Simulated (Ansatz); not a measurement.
Several faces are cut from this relaxed crystal of Re:

Space group P6_3/mmc (No. 194). a = 2.775 Å, b = 2.775 Å, c = 4.484 Å, α = 90.00°, β = 90.00°, γ = 120.00°
| atom | site | symmetry | x | y | z |
| --- | --- | --- | --- | --- | --- |
| Re | 2d | -6m2 | 0.3333 | 0.6667 | 0.7500 |

Miller indices refer to the conventional cell, a = 2.775 Å, b = 2.775 Å, c = 4.484 Å, α = 90.00°, β = 90.00°, γ = 120.00°.

Computed with DFT PBE, scalar-relativistic, plane waves, PAW (Ansatz 0.2.0). Cutoff 420 eV, Γ-centred meshes, Gaussian smearing of 0.10 eV, no spin polarisation.

All atoms of each slab relax at the bulk's in-plane cell, with a dipole correction; γ is the mean of a slab's two faces. Bonds are neighbours within 10 % of the shortest distances in the bulk.

Question: Order these faces by relaxed surface energy, lowest first.
A. (001) (6 planes)
B. (101) (10 planes)

Answer: A (2.63 J/m²), B (3.82 J/m²).

Question: What are the details?

Answer: 
```csv
face,planes,thickness (Å),area (Å²),cut bonds per Å²,γ as cut (J/m²),γ relaxed (J/m²),"work function, top (eV)"
(001),6,11.2,6.67,0.450,2.91,2.63,4.90
(101),10,10.2,14.12,0.638,4.30,3.82,3.99
```

Faces whose slabs rebuild by over 0.8 Å, distort in their middle or lose their symmetry through the k mesh, and polar cuts of insulators, are left out. Of the terminations computed for a plane the cheapest is shown; of Re (101) only the dearer one was computed, cut through the narrower spacing.

The slabs are thin, so differences under about 0.05 J/m² or 0.1 eV aren't settled, and faces are 1×1 cells, without the reconstructions that some real ones have. Spin-orbit coupling is left out, which matters for the bands of heavy elements.

The order follows the density of bonds that each cut crosses: the fewer, the cheaper the face. The most closely packed face, (001), also has the highest work function: on open faces the electrons smooth out the corrugation, which lowers the surface dipole.
